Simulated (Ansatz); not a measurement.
The relaxed structure here is a generated cell of SnO: the first start was made by placing the elements on the sites of a structure type, and the end was not matched to a known phase here, so it may be hypothetical. Known forms of SnO include space group No. 129.

A structure of SnO relaxed with PBEsol (plane waves to 420 eV, PAW, scalar-relativistic; Ansatz, an electronic-structure program); single points at other levels follow on the same geometry (Ansatz, PAW; PBEsol+SOC at 420 eV on a 10×10×6 k-mesh; spin-orbit coupling only where +SOC is written). Space group P-3m1 (No. 164).

```cif
data_O2Sn2
_chemical_formula_sum 'Sn2 O2'
_space_group_name_H-M_alt 'P-3m1'
_space_group_IT_number 164
_space_group_name_Hall '-P 3 2"'
_cell_length_a 3.79561
_cell_length_b 3.79561
_cell_length_c 6.26559
_cell_angle_alpha 90.000
_cell_angle_beta 90.000
_cell_angle_gamma 120.000
loop_
_atom_site_label
_atom_site_type_symbol
_atom_site_symmetry_multiplicity
_atom_site_Wyckoff_symbol
_atom_site_fract_x
_atom_site_fract_y
_atom_site_fract_z
_atom_site_occupancy
Sn1 Sn 2 d 0.33333 0.66667 0.22548 1
O1 O 2 d 0.66667 0.33333 0.11957 1
```

| level | gap (eV) | kind | conduction minimum |
|---|---|---|---|
| PBEsol | 0.71 | indirect | L |
| PBEsol+SOC | ? | ? | ? |

Problem. Fill in the missing entries.

Solution. 
- PBEsol+SOC, gap (eV): 0.72
- PBEsol+SOC, kind: indirect
- PBEsol+SOC, conduction minimum: L

The shift from spin-orbit coupling is approximate. No spin polarisation in the result.

The run could not lose the symmetry of its start, so the end can be a saddle point.

It was reached from a disturbed copy of a P6₃/mmc (No. 194) cell, against which it lies -0.314 eV/atom.
